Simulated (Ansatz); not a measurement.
## WS2 with fluorine replacing S, one structure, two calculations

Cell: a supercell of WS2 (space group P6_3/mmc) built from a structure deposited in the COD, with the ions relaxed around the defect (PBE).

```
CELL_PARAMETERS angstrom
6.36000 0.00000 0.00000
-4.77000 8.26188 0.00000
0.00000 0.00000 12.50000
ATOMIC_POSITIONS crystal
W 0.16680 0.22238 0.24966
W 0.16679 0.55560 0.24987
W 0.16679 0.88908 0.24996
W 0.66671 0.22228 0.24985
W 0.66664 0.55562 0.24982
W 0.66687 0.88912 0.24996
W 0.33357 0.11054 0.74961
W 0.33343 0.44466 0.75073
W 0.33342 0.77797 0.74633
W 0.83230 0.11078 0.74956
W 0.83158 0.44201 0.74978
W 0.83506 0.77997 0.74784
F 0.16699 0.22253 0.64836
S 0.16492 0.55133 0.62335
S 0.16709 0.89178 0.62188
S 0.66576 0.22138 0.62332
S 0.66347 0.55304 0.62405
S 0.67084 0.89209 0.62186
S 0.33342 0.11111 0.12436
S 0.33347 0.44466 0.12429
S 0.33349 0.77796 0.12456
S 0.83327 0.11113 0.12436
S 0.83343 0.44453 0.12437
S 0.83349 0.77800 0.12447
S 0.16600 0.22133 0.87392
S 0.17029 0.55729 0.87448
S 0.17017 0.88993 0.87377
S 0.66263 0.21697 0.87537
S 0.66571 0.55737 0.87469
S 0.66502 0.89019 0.87370
S 0.33326 0.11149 0.37530
S 0.33318 0.44420 0.37527
S 0.33344 0.77787 0.37538
S 0.83401 0.11153 0.37530
S 0.83336 0.44450 0.37528
S 0.83334 0.77781 0.37534
```

Atoms are numbered from 1 in the order listed; like atoms form one site, named after its first atom.

First run. All values are calculated (Ansatz; DFT, PBE, plane waves and PAW, scalar-relativistic, 420 eV cutoff, Γ-centred 4×3×2 k-points, Fermi–Dirac smearing 0.01 eV, cell charge +1), not measured.

| site | atom | V_zz (10²¹ V/m²) | η |
| --- | --- | --- | --- |
| W7 | 7 | 28.3 | 0.78 |
| W8 | 8 | 27.6 | 0.88 |
| W9 | 9 | -16.94 | 0.11 |
| W10 | 10 | 28.4 | 0.78 |
| W11 | 11 | -18.37 | 0.01 |
| W12 | 12 | -17.89 | 0.11 |
| F | 13 | -3.88 | 0.03 |
| S14 | 14 | -4.38 | 0.35 |
| S15 | 15 | -4.22 | 0.28 |
| S16 | 16 | -3.93 | 0.47 |
| S17 | 17 | -4.59 | 0.29 |
| S18 | 18 | -4.20 | 0.26 |
| S28 | 28 | -5.76 | 0.37 |
| S32 | 32 | -4.46 | 0.01 |

Second run. The same atoms and settings, except that the functional is r2SCAN and the cutoff is 500 eV.

**Question.** Given the first result, estimate the second.

**Answer.** 

| site | atom | V_zz | η | change of V_zz |
| --- | --- | --- | --- | --- |
| W7 | 7 | 27.9 | 0.81 | -0.37 |
| W8 | 8 | 27.2 | 0.92 | -0.37 |
| W9 | 9 | -16.87 | 0.13 | +0.07 |
| W10 | 10 | 28.0 | 0.81 | -0.38 |
| W11 | 11 | -18.11 | 0.01 | +0.26 |
| W12 | 12 | -17.76 | 0.11 | +0.13 |
| F | 13 | -3.93 | 0.03 | -0.05 |
| S14 | 14 | -4.51 | 0.31 | -0.13 |
| S15 | 15 | -4.35 | 0.25 | -0.13 |
| S16 | 16 | -4.10 | 0.39 | -0.17 |
| S17 | 17 | -4.72 | 0.25 | -0.13 |
| S18 | 18 | -4.33 | 0.23 | -0.13 |
| S28 | 28 | -5.88 | 0.33 | -0.12 |
| S32 | 32 | -4.49 | 0.01 | -0.03 |

The largest change of V_zz is on W10, from 28.4 to 28.0. In per cent, |V_zz| changes by -1 to 0 on W, +1 on F, +1 to +4 on S (all sites that start above 0.5). The table leaves out 20 of the 34 sites, with |V_zz| up to 17.40; their tensors move by 0.13 at most along any direction. The statements above cover all sites.

The defect repeats with the cell of 36 atoms, so it feels its images: sites between two images don't show the values beside a lone defect, and zeros or small values of η there can come from the images' arrangement. S and W carry a gradient in the pure host already, so the values there aren't the defect's effect alone. A uniform background compensates the cell's charge. Without spin–orbit coupling the gradients at and beside W can be off by some per cent, at some sites by more.
